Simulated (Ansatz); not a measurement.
**BaH$_{2}$, a database entry at a rescaled volume**

```yaml
crystal:
  lattice:
    - [6.77328, 0.00000, 0.00000]
    - [0.00000, 4.15651, 0.00000]
    - [0.00000, 0.00000, 7.83634]
  atoms:
    - { symbol: H, position: [0.04300, 0.25000, 0.17400] }
    - { symbol: H, position: [0.45700, 0.75000, 0.67400] }
    - { symbol: H, position: [0.54300, 0.25000, 0.32600] }
    - { symbol: H, position: [0.95700, 0.75000, 0.82600] }
    - { symbol: Ba, position: [0.26029, 0.25000, 0.88863] }
    - { symbol: Ba, position: [0.23971, 0.75000, 0.38863] }
    - { symbol: Ba, position: [0.76029, 0.25000, 0.61137] }
    - { symbol: Ba, position: [0.73971, 0.75000, 0.11137] }
    - { symbol: H, position: [0.64600, 0.25000, 0.91350] }
    - { symbol: H, position: [0.85400, 0.75000, 0.41350] }
    - { symbol: H, position: [0.14600, 0.25000, 0.58650] }
    - { symbol: H, position: [0.35400, 0.75000, 0.08650] }
```

The numbers come from plane-wave PAW DFT (Ansatz): r2SCAN, no spin polarisation, 500 eV, 4×6×4 Γ-centred k points, fermi-dirac occupations (width 0.1 eV). Nothing was relaxed.

(1) What do density and ELF say about some of the short contacts?

(2) Is the cell too large or too small?

(3) Metal or insulator? Give the gap.

(4) Which element gives electrons and which takes them?

(5) What is the formation energy?

(6) Which atom feels the largest force, and which way?

Origin: a database entry at a rescaled volume.

Results:

(1) Ba–H at 2.49 Å: least valence density 0.20 e/Å³ and ELF 0.18 there, a closed-shell (ionic or weak) contact. H–H at 3.04 Å: least valence density 0.05 e/Å³ and ELF 0.05 there, a closed-shell (ionic or weak) contact. These are pseudo-fields; inside the PAW spheres they differ from the all-electron ones.

(2) The pressure is 0.5 GPa (compression positive), so with the atoms held at these fractions the cell is close to zero pressure. The principal stresses -0.4, 0.6, 1.2 GPa differ, so its shape would change too.

(3) The gap is 3.36 eV, indirect (the least direct gap found is 3.89 eV).

(4) Bader charges in e: Ba +1.43, H -0.71. In the mean Ba gives up most and H takes most.

(5) -0.63 eV an atom against the elements' usual phases (free molecules for gases, crystals otherwise, with no correction for O₂ or N₂), so it is bound against them; other compounds may still compete. Relaxing would lower it.

(6) The largest is on H9 (and as large on other atoms): 0.34 eV/Å, components (-0.05, 0.00, 0.34). It makes 171° with the line to a nearest neighbour, Ba7 at 2.49 Å, pointing away from it.
